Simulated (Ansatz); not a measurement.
**LuPt3 squeezed and stretched**

A database entry relaxed whole under r2SCAN (Pm-3m):

```yaml
crystal:
  lattice:
    - [4.05343, 0.00000, 0.00000]
    - [0.00000, 4.05343, 0.00000]
    - [0.00000, 0.00000, 4.05343]
  atoms:
    - { symbol: Lu, position: [0.00000, 0.00000, 0.00000] }
    - { symbol: Pt, position: [0.00000, 0.50000, 0.50000] }
    - { symbol: Pt, position: [0.50000, 0.00000, 0.50000] }
    - { symbol: Pt, position: [0.50000, 0.50000, 0.00000] }
```

The cell was scaled uniformly, its shape held, and the atoms relaxed at each volume with plane-wave PAW DFT (Ansatz 0.2.0; r2SCAN, 500 eV, 8×8×8 Γ-centred mesh, fermi-dirac occupations of width 0.100 eV; no spin, no spin-orbit coupling). One row is withheld.

```
volume (Å³/atom)  energy over the lowest (meV/atom)  pressure (GPa)
          15.651                               42.1           14.53
          15.984                                  ?               ?
          16.317                                4.2            4.28
          16.650                                0.0            0.01
          16.983                                4.1           -3.78
          17.316                               15.7           -7.13
          17.649                               33.8          -10.09
```

Fit the pressures of the other rows to the third-order Birch-Murnaghan form.

With f = [(V₀/V)^(2/3) − 1]/2 and P = 3B₀f(1 + 2f)^(5/2)[1 + 3(B₀′ − 4)f/2], least squares gives V₀ = 16.65 Å³ an atom, B₀ = 201 GPa and B₀′ = 5.0; the rows miss the fit by less than 0.01 GPa. The slope of the energies differs from these pressures by 0.10 GPa, since they are taken to zero smearing while pressures follow the free energy.

What does the withheld row hold?

The fit gives 9.09 GPa at 15.984 Å³; the run gave 9.09 GPa and 17.8 meV an atom.

Caveats: the shape of the cell was held; 0 K, fixed nuclei; the symmetry was kept, and this need not be the phase that is stable at 0 K; one mesh for all volumes; pressure is positive in compression.
